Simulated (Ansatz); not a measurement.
CsPbCl3 (cubic perovskite, Pm-3m) at seven volumes, plane-wave PAW r²SCAN (Ansatz code), scaled uniformly. One row is withheld.

```
V (Å³/atom)  P (GPa)
-----------  -------
33.200          2.91
34.294          1.77
35.389             ?
36.483          0.00
37.578         -0.68
38.672         -1.26
39.767         -1.74
```

Task: Fit the shown pressures and predict the withheld one.

Result: P = (3/2)B₀(x^(7/2) − x^(5/2))[1 + (3/4)(B′ − 4)(x − 1)] with x = (V₀/V)^(2/3). Least squares on the six rows gives V₀ = 36.484 Å³/atom, B₀ = 24.7 GPa, B′ = 4.69. At V = 35.389, x = 1.0205 and P = 0.81 GPa. The run itself gave 0.81 GPa.

This is a known high-temperature phase of the composition, computed here at zero pressure and temperature. The r²SCAN relaxation kept the symmetry of its start; its stability against distortions is not shown here. Spin–orbit coupling is left out wherever it is not named.

Potentials: the later of the program's two PAW sets.
